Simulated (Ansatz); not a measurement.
An Ansatz (a program for electronic structure) input:

Ansatz 0.2 input:
```yaml
crystal:
  lattice:
    - [0.0, 2.2863709332, 2.2863709332]
    - [2.2863709332, 0.0, 2.2863709332]
    - [2.2863709332, 2.2863709332, 0.0]
  atoms:
    - { symbol: O, position: [0.0, 0.0, 0.0] }
    - { symbol: Li, position: [0.25, 0.25, 0.25] }
    - { symbol: Li, position: [0.75, 0.75, 0.75] }
kpoints:
  mp_grid: { grid: [8, 8, 8] }
hamiltonian:
  xc: hse06
  pseudopotentials: { kind: paw }
scf:
  n_extra_bands: 6
  occupations: { method: fixed }
output:
  eigenvalues: true
  eigenstates:
    e_range: [-9.0, 16.7]
    kpoints:
      - [0.0, 0.0, 0.0]  # VBM
      - [0.0, 0.5, 0.5]  # CBM
      - [0.0, 0.0, 0.0]  # GAMMA
      - [0.5, 0.0, 0.5]  # X
      - [0.5, 0.5, 0.5]  # L
      - [0.5, 0.25, 0.75]  # W
      - [0.375, 0.375, 0.75]  # K
      - [0.625, 0.25, 0.625]  # U
```

Question: How many symmetry operations and irreducible k-points will the run report?

Answer: 48 operations, 29 of 512 k-points.

Question: With a cutoff of 420 eV, how many plane waves at Γ?

Answer: 459.

It took about 90 core-seconds (a rough figure) on shared server cores.

The points marked VBM and CBM come from a semilocal run.

Space group Fm-3m (anti-fluorite). The r²SCAN relaxation kept the symmetry of its start.

Potentials: the later of the program's two PAW sets.

Ansatz is a plane-wave DFT program.
